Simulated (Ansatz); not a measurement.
The cell below belongs to a search over invented structures; it isn't taken from experiment.

Input and command of a plane-wave DFT calculation in Ansatz:

```yaml
crystal:
  lattice:
    - [3.1511933593, 0.0, 0.0]
    - [-1.5755966797, 2.7290135014, 0.0]
    - [0.0, 0.0, 18.9008616835]
  atoms:
    - { symbol: Hf, position: [0.3333333333, 0.6666666667, 0.8926249175] }
    - { symbol: Hf, position: [0.3333333333, 0.6666666667, 0.1073750825] }
    - { symbol: Hf, position: [0.3333333333, 0.6666666667, 0.6308892783] }
    - { symbol: Hf, position: [0.0, 0.0, 0.5] }
    - { symbol: Hf, position: [0.0, 0.0, 0.2364172287] }
    - { symbol: Hf, position: [0.3333333333, 0.6666666667, 0.3691107217] }
    - { symbol: Hf, position: [0.0, 0.0, 0.7635827713] }
    - { symbol: Cl, position: [0.0, 0.0, 0.0] }
basis:
  ecutwfc: 420
kpoints:
  mp_grid: { grid: [12, 12, 2] }
hamiltonian:
  xc: pbe
scf:
  occupations: { method: gaussian, width: 0.1 }
output:
  forces: true
  stress: true
  eigenvalues: true
relax:
  adjacent_minimum: "off"
  f_tol: 0.01
  max_steps: 30
  cell: { stress_tol: 0.1, fix: [volume] }
```

```bash
ansatz run input.yaml --threads 1 --pin off --max-ram 2560MiB --backend cpu --events-out ev --progress --plain --runs-dir out
```

Processor: AMD EPYC 9R45 96-Core Processor (Zen 5), 1 thread, on a host shared with other jobs.

**Question.** How long does it run, and how much memory does it take?

**Answer.** About 2.3 min, peak memory 0.82 GiB. It solves 114 bands at 38 k points (after reduction by symmetry) with about 3147 plane waves, in 46 SCF iterations over 5 ionic steps.
